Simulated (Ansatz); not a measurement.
Ansatz (a first-principles code) input:

Ansatz 0.2 input:
```yaml
crystal:
  lattice:
    - [0.0, 2.3480035561, 2.3480035561]
    - [2.3480035561, 0.0, 2.3480035561]
    - [2.3480035561, 2.3480035561, 0.0]
  atoms:
    - { symbol: Pt, position: [0.0, 0.0, 0.0] }
    - { symbol: C, position: [0.25, 0.25, 0.25] }
kpoints:
  mp_grid: { grid: [11, 11, 11] }
  band_path:
    path:
      - [[0.0, 0.0, 0.0], [0.5, 0.0, 0.5], [0.625, 0.25, 0.625]]  # Γ-X-U
      - [[0.375, 0.375, 0.75], [0.0, 0.0, 0.0], [0.5, 0.5, 0.5], [0.5, 0.25, 0.75], [0.5, 0.0, 0.5]]  # K-Γ-L-W-X
    npoints: 12
hamiltonian:
  xc: r2scan
  pseudopotentials: { kind: paw }
magnetization: { noncollinear: true, spin_orbit: true }
scf:
  n_extra_bands: 12
  convergence: { dr2_threshold: 0.0000000001 }
  occupations: { method: gaussian, width: 0.05 }
output: { eigenvalues: true }
```

Output (shortened):

```
Pseudopotential: Pt, paw_fr, valence charge 18
Pseudopotential: C, paw_fr, valence charge 4
Functional definition: r2SCAN
non-collinear run that drives no moment, with spin-orbit …
Crystal: 2 atoms, lattice volume = 25.890 Å³
Basis set: ecut = 500 eV, 645 PW (Γ), exchange–correlation on 100×100×100 points (64 copies of the dense FFT grid, shifted against one another)
Bands: 34, of which v1, the nominal top of the filled ones, is band 22 counted from 1 (21 counted from 0)
Symmetry: 24 space group operations + 24 with time reversal
k-points: 56 of 1331 (time reversal used)
Projection manifold: j_resolved (fully-relativistic pseudo-atomic orbitals)
SCF iter   1: F=—  HF=-12763.002227 eV  |F-HF|=—  |Δ(HF+E_count)|=         —  Δρ=1.37e-1  dr2=6.14e0  dr2_τ=1.33e-1  dr2_m=0.00e0 (ungated)  ethr=3.10e-3  |M|=0.00e0 ∫|m|=0.00e0 μB  |m|>n=0.0e0 m-floor=0.0e0 τ_xc=0.0e0  β_m=0.30  ⟨swp⟩=6.4  Hψ=9242  notcnv=0  defer=11
preconditioner: auto → none
SCF iter   2: F=—  HF=-12762.021205 eV  |F-HF|=—  |Δ(HF+E_count)|=   9.81e-1  Δρ=7.01e-2  dr2=1.48e0  dr2_τ=2.83e-2  dr2_m=0.00e0 (ungated)  ethr=3.10e-3  |M|=0.00e0 ∫|m|=0.00e0 μB  |m|>n=0.0e0 m-floor=0.0e0 τ_xc=0.0e0  β_m=0.44  ⟨swp⟩=2.7  Hψ=3395  notcnv=0  defer=304
SCF iter   3: F=—  HF=-12761.762861 eV  |F-HF|=—  |Δ(HF+E_count)|=   2.58e-1  Δρ=1.67e-2  dr2=2.84e-2  dr2_τ=8.44e-4  dr2_m=0.00e0 (ungated)  ethr=3.10e-3  |M|=0.00e0 ∫|m|=0.00e0 μB  |m|>n=0.0e0 m-floor=0.0e0 τ_xc=0.0e0  β_m=0.67  ⟨swp⟩=2.1  Hψ=2696  notcnv=0  defer=304
SCF iter   4: F=—  HF=-12761.777786 eV  |F-HF|=—  |Δ(HF+E_count)|=   1.49e-2  Δρ=2.97e-3  dr2=8.88e-4  dr2_τ=4.54e-5  dr2_m=0.00e0 (ungated)  ethr=1.29e-4  |M|=0.00e0 ∫|m|=0.00e0 μB  |m|>n=0.0e0 m-floor=0.0e0 τ_xc=0.0e0  β_m=0.64  ⟨swp⟩=3.0  Hψ=3742  notcnv=0  defer=306
SCF iter   5: F=—  HF=-12761.777875 eV  |F-HF|=—  |Δ(HF+E_count)|=   8.88e-5  Δρ=6.25e-4  dr2=3.16e-5  dr2_τ=1.68e-6  dr2_m=0.00e0 (ungated)  ethr=4.04e-6  |M|=0.00e0 ∫|m|=0.00e0 μB  |m|>n=0.0e0 m-floor=0.0e0 τ_xc=0.0e0  β_m=0.65  ⟨swp⟩=2.3  Hψ=2591  notcnv=0  defer=306
SCF iter   6: F=—  HF=-12761.777888 eV  |F-HF|=—  |Δ(HF+E_count)|=   1.27e-5  Δρ=1.93e-4  dr2=5.49e-6  dr2_τ=1.94e-7  dr2_m=0.00e0 (ungated)  ethr=1.44e-7  |M|=0.00e0 ∫|m|=0.00e0 μB  |m|>n=0.0e0 m-floor=0.0e0 τ_xc=0.0e0  β_m=0.74  ⟨swp⟩=2.1  Hψ=2428  notcnv=0  defer=306
SCF iter   7: F=—  HF=-12761.777889 eV  |F-HF|=—  |Δ(HF+E_count)|=   8.38e-7  Δρ=1.54e-5  dr2=4.48e-8  dr2_τ=1.70e-9  dr2_m=0.00e0 (ungated)  ethr=2.49e-8  |M|=0.00e0 ∫|m|=0.00e0 μB  |m|>n=0.0e0 m-floor=0.0e0 τ_xc=0.0e0  β_m=0.83  ⟨swp⟩=2.8  Hψ=2710  notcnv=0  defer=306
SCF iter   8: F=—  HF=-12761.777888 eV  |F-HF|=—  |Δ(HF+E_count)|=   1.16e-6  Δρ=2.44e-6  dr2=1.50e-9  dr2_τ=7.64e-11  dr2_m=0.00e0 (ungated)  ethr=2.04e-10  |M|=0.00e0 ∫|m|=0.00e0 μB  |m|>n=0.0e0 m-floor=0.0e0 τ_xc=0.0e0  β_m=0.83  ⟨swp⟩=2.1  Hψ=2603  notcnv=0  defer=306
SCF iter   9: F=-12761.777888 eV  HF=-12761.777888 eV  |F-HF|=2.36e-11  |Δ(HF+E_count)|=  3.95e-10  Δρ=3.98e-7  dr2=4.46e-11  dr2_τ=3.74e-13  dr2_m=0.00e0 (ungated)  ethr=1.00e-12  |M|=0.00e0 ∫|m|=0.00e0 μB  |m|>n=0.0e0 m-floor=0.0e0 τ_xc=0.0e0  ⟨swp⟩=8.4  Hψ=7358  notcnv=0
SCF 1 converged in 9 iterations: F = -12761.777888 eV  dr2 = 4.46e-11
NSCF: frozen V_eff on 74 k-points
SCF converged after 9 iterations
Magnetization: |M| = 0.0000 μB,  M = (+0.0000, +0.0000, +0.0000) μB
Absolute magnetization: 0.0000 μB (∫|m|)
  site 0: m = (+0.0000, +0.0000, +0.0000) μB, |m| = 0.0000 μB  (R = 0.84 Å)
  site 1: m = (+0.0000, +0.0000, +0.0000) μB, |m| = 0.0000 μB  (R = 0.84 Å)
Free energy (F): -12761.777888 eV
Harris-Foulkes:  -12761.777888 eV  (|F-HF|=2.36e-11)
Internal energy: -12761.776445 eV  (E = F + TS)
E sigma→0 (E₀):  -12761.777166 eV
Entropy (-TS):   -0.001442 eV (-0.721 meV/atom)
Fermi energy:    16.573738 eV
--- Per-component energies (eV) ---
  E_band       = -269.259420
  E_kinetic    = 721.505421
  E_local      = -2045.193788  (includes V_loc(G=0)·N_el)
  E_nonlocal   = 214.968594
  E_hartree    = 757.231642
  E_xc         = -296.676094
  E_vxc        = -401.922080  (∫ρ·V_xc dr)
  E_paw        = -9546.287434  (= ΣΔE_a)
  E_vpaw       = -298.131124  (= ΣTr[D̂ρ^β])
  E_aug_tail   = 0.000145  (compensation charges beyond the density's cutoff)
  E_vtau       = 25.049918  (kinetic-family band-sum trace: ∫τ·v_τ [+ j·A + Jᵃ·Aᵃ] dr)
  E_ewald      = -2567.051644
  E_core_change = -0.273289  (= ΣΔE_core)
  E_smearing   = -0.001442  (= −TS)
  E_closure    =  0.000000  (closes the sum)
  Σ components = -12761.777888   (vs F -12761.777888, Δ=0.00e0)
  [band-id]    e_kinetic+e_local+e_nonlocal+2·e_hartree+e_vxc+e_vpaw+e_augmentation_tail+e_vtau = -269.259629   (vs E_band -269.259420, Δ=-2.09e-4)
--- Band table (eV; the first three rows and the last of 56) ---
  k-point 0: bands = ["-85.4915", "-85.4915", "-50.0794", "-50.0794", "-35.2668", "-35.2668", "-35.2668", "-35.2668", "1.3254", "1.3254", "8.5272", "8.5272", "8.5272", "8.5272", "9.0544", "9.0544", "12.3259", "12.3259", "12.3259", "12.3259", "19.6246", …
  k-point 1: bands = ["-85.4913", "-85.4913", "-50.0805", "-50.0805", "-35.2727", "-35.2727", "-35.2681", "-35.2681", "1.4581", "1.4581", "8.5162", "8.5162", "8.5438", "8.6256", "9.0900", "9.0900", "12.2282", "12.2747", "12.2747", "12.4106", "19.8428", …
  k-point 2: bands = ["-85.4907", "-85.4907", "-50.0834", "-50.0834", "-35.2886", "-35.2886", "-35.2717", "-35.2717", "1.8204", "1.8204", "8.4899", "8.4899", "8.6506", "8.7996", "9.2398", "9.2398", "12.1738", "12.1738", "12.1824", "12.5113", "19.3175", …
  k-point 55: bands = ["-85.4882", "-85.4882", "-50.0983", "-50.0962", "-35.3440", "-35.3307", "-35.3182", "-35.3137", "3.5005", "3.6870", "8.6818", "8.9931", "9.8481", "10.1566", "10.6561", "10.9350", "11.9703", "12.4288", "13.0501", "13.2022", "14.1866", …
```

Cost: very roughly 50 core-seconds on shared cores.

Space group F-43m (zinc blende). The start of the workflow was typed in or built on a structure type; neither database checked (COD, Materials Project) lists it. Whether it is the stable phase at ambient conditions was not checked. Symmetry was held in the r²SCAN relaxation; whether a distortion lowers the energy is not shown. No spin polarisation was allowed. Its formation energy is positive at this level, so the cell may be metastable or incomplete.

Potentials: the later of the program's two PAW sets.

Ansatz is a plane-wave DFT program.
